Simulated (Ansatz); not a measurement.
75As nuclear quadrupole resonance in As₂O₃

Cell: a computed structure from the Materials Project (it need not be an observed phase), atoms as given.

```cif
data_As2O3
_symmetry_space_group_name_H-M 'Fd-3m:1'
_symmetry_Int_Tables_number 227
_cell_length_a 11.1472
_cell_length_b 11.1472
_cell_length_c 11.1472
_cell_angle_alpha 90.000
_cell_angle_beta 90.000
_cell_angle_gamma 90.000
loop_
_atom_site_label
_atom_site_type_symbol
_atom_site_symmetry_multiplicity
_atom_site_Wyckoff_symbol
_atom_site_fract_x
_atom_site_fract_y
_atom_site_fract_z
As As 32 e 0.3529 0.3529 0.8529
O O 48 f 0.2500 0.4237 0.7500
```

One atom of each set is listed; the run and its k-mesh use a cell of 20 atoms with edges of 7.88, 7.88, 7.88 Å.

Method: Kohn–Sham DFT in Ansatz, PBE, plane waves and PAW, scalar-relativistic, 420 eV cutoff, Γ-centred 4×4×4 k-points, Fermi–Dirac smearing 0.02 eV.

75As: I = 3/2, Q = 311.0 mb (year-2017 value). Static lattice, zero field.

(1) At which frequencies do the 75As NQR lines lie?

Results:

(1) For I = 3/2 there is one line, ν = (|C_Q|/2)(1 + η²/3)^½.

```json
{"site": "As", "atoms": "8", "V_zz (10²¹ V/m²)": "-27.0", "C_Q (MHz)": "-203", "η": "0.00", "line frequencies (MHz)": "101.7"}
```

An axis of threefold or higher order runs through As, so V_zz lies along it and η is zero.

The largest force is 0.5 eV/Å, so the atoms aren't at the calculated equilibrium and relaxing them would move these values. A computed database structure should lie near equilibrium, so this entry is doubtful.

Hardware: 1 thread of Intel Xeon Platinum 8375C CPU @ 2.90GHz (Ice Lake) (x86_64; 32 cores open to the job, memory cap 2.5 GiB, no GPU), a shared host with a load of 0.3 a core. Wall time 23 s, CPU time 22 s, peak memory 0.8 GiB.
